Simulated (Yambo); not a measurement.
Absorption of TiO2 (space group I4/m, No. 87) with and without the electron-hole interaction (Yambo, PBEsol bands; 6×6×6 mesh, 10 valence and 6 conduction bands, static screening with 101 bands and a 3 Ry block, scissor 1.70 eV, Tamm-Dancoff; field along x). Axes are Cartesian, with cell vectors (Å) (-4.35, 4.35, 1.89), (4.35, -4.35, 1.89), (4.35, 4.35, -1.89).

```json
[
 {"E (eV)": "2.65", "Im ε, BSE": "0.11", "Im ε, independent quasiparticles": "0.08"},
 {"E (eV)": "2.70", "Im ε, BSE": "0.11", "Im ε, independent quasiparticles": "0.09"},
 {"E (eV)": "2.75", "Im ε, BSE": "0.12", "Im ε, independent quasiparticles": "0.09"},
 {"E (eV)": "2.80", "Im ε, BSE": "0.12", "Im ε, independent quasiparticles": "0.09"},
 {"E (eV)": "2.85", "Im ε, BSE": "0.13", "Im ε, independent quasiparticles": "0.10"},
 {"E (eV)": "2.90", "Im ε, BSE": "0.13", "Im ε, independent quasiparticles": "0.10"},
 {"E (eV)": "2.95", "Im ε, BSE": "0.14", "Im ε, independent quasiparticles": "0.10"},
 {"E (eV)": "3.00", "Im ε, BSE": "0.15", "Im ε, independent quasiparticles": "0.11"},
 {"E (eV)": "3.05", "Im ε, BSE": "0.16", "Im ε, independent quasiparticles": "0.11"},
 {"E (eV)": "3.10", "Im ε, BSE": "0.16", "Im ε, independent quasiparticles": "0.11"},
 {"E (eV)": "3.15", "Im ε, BSE": "0.17", "Im ε, independent quasiparticles": "0.12"},
 {"E (eV)": "3.20", "Im ε, BSE": "0.18", "Im ε, independent quasiparticles": "0.12"},
 {"E (eV)": "3.25", "Im ε, BSE": "0.20", "Im ε, independent quasiparticles": "0.13"},
 {"E (eV)": "3.30", "Im ε, BSE": "0.21", "Im ε, independent quasiparticles": "0.14"},
 {"E (eV)": "3.35", "Im ε, BSE": "0.22", "Im ε, independent quasiparticles": "0.14"},
 {"E (eV)": "3.40", "Im ε, BSE": "0.24", "Im ε, independent quasiparticles": "0.15"},
 {"E (eV)": "3.45", "Im ε, BSE": "0.25", "Im ε, independent quasiparticles": "0.16"},
 {"E (eV)": "3.50", "Im ε, BSE": "0.27", "Im ε, independent quasiparticles": "0.16"},
 {"E (eV)": "3.55", "Im ε, BSE": "0.30", "Im ε, independent quasiparticles": "0.17"},
 {"E (eV)": "3.60", "Im ε, BSE": "0.32", "Im ε, independent quasiparticles": "0.18"},
 {"E (eV)": "3.65", "Im ε, BSE": "0.35", "Im ε, independent quasiparticles": "0.19"},
 {"E (eV)": "3.70", "Im ε, BSE": "0.38", "Im ε, independent quasiparticles": "0.20"},
 {"E (eV)": "3.75", "Im ε, BSE": "0.42", "Im ε, independent quasiparticles": "0.21"},
 {"E (eV)": "3.80", "Im ε, BSE": "0.47", "Im ε, independent quasiparticles": "0.22"},
 {"E (eV)": "3.85", "Im ε, BSE": "0.53", "Im ε, independent quasiparticles": "0.24"},
 {"E (eV)": "3.90", "Im ε, BSE": "0.60", "Im ε, independent quasiparticles": "0.25"},
 {"E (eV)": "3.95", "Im ε, BSE": "0.69", "Im ε, independent quasiparticles": "0.27"},
 {"E (eV)": "4.00", "Im ε, BSE": "0.80", "Im ε, independent quasiparticles": "0.29"},
 {"E (eV)": "4.05", "Im ε, BSE": "0.95", "Im ε, independent quasiparticles": "0.31"},
 {"E (eV)": "4.10", "Im ε, BSE": "1.16", "Im ε, independent quasiparticles": "0.34"},
 {"E (eV)": "4.15", "Im ε, BSE": "1.44", "Im ε, independent quasiparticles": "0.36"},
 {"E (eV)": "4.20", "Im ε, BSE": "1.83", "Im ε, independent quasiparticles": "0.40"},
 {"E (eV)": "4.25", "Im ε, BSE": "2.37", "Im ε, independent quasiparticles": "0.43"},
 {"E (eV)": "4.30", "Im ε, BSE": "3.04", "Im ε, independent quasiparticles": "0.48"},
 {"E (eV)": "4.35", "Im ε, BSE": "3.69", "Im ε, independent quasiparticles": "0.53"},
 {"E (eV)": "4.40", "Im ε, BSE": "4.12", "Im ε, independent quasiparticles": "0.60"},
 {"E (eV)": "4.45", "Im ε, BSE": "4.32", "Im ε, independent quasiparticles": "0.68"},
 {"E (eV)": "4.50", "Im ε, BSE": "4.40", "Im ε, independent quasiparticles": "0.78"},
 {"E (eV)": "4.55", "Im ε, BSE": "4.46", "Im ε, independent quasiparticles": "0.92"},
 {"E (eV)": "4.60", "Im ε, BSE": "4.62", "Im ε, independent quasiparticles": "1.09"},
 {"E (eV)": "4.65", "Im ε, BSE": "4.94", "Im ε, independent quasiparticles": "1.30"},
 {"E (eV)": "4.70", "Im ε, BSE": "5.33", "Im ε, independent quasiparticles": "1.55"},
 {"E (eV)": "4.75", "Im ε, BSE": "5.65", "Im ε, independent quasiparticles": "1.82"},
 {"E (eV)": "4.80", "Im ε, BSE": "5.82", "Im ε, independent quasiparticles": "2.10"},
 {"E (eV)": "4.85", "Im ε, BSE": "5.92", "Im ε, independent quasiparticles": "2.38"},
 {"E (eV)": "4.90", "Im ε, BSE": "6.08", "Im ε, independent quasiparticles": "2.69"},
 {"E (eV)": "4.95", "Im ε, BSE": "6.27", "Im ε, independent quasiparticles": "3.12"},
 {"E (eV)": "5.00", "Im ε, BSE": "6.39", "Im ε, independent quasiparticles": "3.66"},
 {"E (eV)": "5.05", "Im ε, BSE": "6.40", "Im ε, independent quasiparticles": "4.25"},
 {"E (eV)": "5.10", "Im ε, BSE": "6.31", "Im ε, independent quasiparticles": "4.74"},
 {"E (eV)": "5.15", "Im ε, BSE": "6.21", "Im ε, independent quasiparticles": "5.11"},
 {"E (eV)": "5.20", "Im ε, BSE": "6.14", "Im ε, independent quasiparticles": "5.43"},
 {"E (eV)": "5.25", "Im ε, BSE": "6.01", "Im ε, independent quasiparticles": "5.72"},
 {"E (eV)": "5.30", "Im ε, BSE": "5.87", "Im ε, independent quasiparticles": "5.99"},
 {"E (eV)": "5.35", "Im ε, BSE": "5.69", "Im ε, independent quasiparticles": "6.27"},
 {"E (eV)": "5.40", "Im ε, BSE": "5.42", "Im ε, independent quasiparticles": "6.59"},
 {"E (eV)": "5.45", "Im ε, BSE": "5.15", "Im ε, independent quasiparticles": "6.96"}
]
```

The scissor comes from a G0W0 run whose convergence isn't established. Broadening 0.15 eV. The band window holds all transitions up to 5.4 eV; the range above that lacks some weight. Fine structure above the onset can come from the mesh.

Geometry of the Materials Project entry, not relaxed at this level; primitive cell a = 6.436 Å, b = 6.436 Å, c = 6.436 Å, α = 94.93°, β = 94.93°, γ = 145.89°.

This is not the ordinary phase of the substance; no match was found in the copy of COD used, and its stability was not checked.
